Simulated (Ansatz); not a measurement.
Ge2Sb2Te5:
Space group P-3m1 (No. 164); a = b = 4.1981 Å, c = 16.6470 Å, α = β = 90.00°, γ = 120.00°

```json
[
 {"atom": "Ge", "site": "2d", "symmetry": "3m.", "x": "0.6667", "y": "0.3333", "z": "0.1007"},
 {"atom": "Sb", "site": "2c", "symmetry": "3m.", "x": "0.0000", "y": "0.0000", "z": "0.3187"},
 {"atom": "Te", "site": "1a", "symmetry": "-3m.", "x": "0.0000", "y": "0.0000", "z": "0.0000"},
 {"atom": "Te", "site": "2d", "symmetry": "3m.", "x": "0.3333", "y": "0.6667", "z": "0.1993"},
 {"atom": "Te", "site": "2d", "symmetry": "3m.", "x": "0.6667", "y": "0.3333", "z": "0.4218"}
]
```

This is the LDA-relaxed structure.

Question: All from LDA (plane waves, PAW; program Ansatz), unless another level is named. Estimate the electronic character.

Answer: no gap, with almost no states at the Fermi level (zero-gap or semimetallic).

Question: And the formation energy from the elements (no fitted shifts)?

Answer: -10 kJ/mol-atom.

The cell was relaxed with LDA under the symmetry of its start; of distortions, only those at the zone centre were tested. A crystal of weakly bound layers computed without a dispersion correction: the cell and the soft elastic constants depend strongly on that. The references are the lowest solids computed at this level, not always the standard phases. Scalar-relativistic: spin–orbit coupling is off unless named, which matters more the heavier the elements.

Potentials: the earlier of the program's two PAW sets.
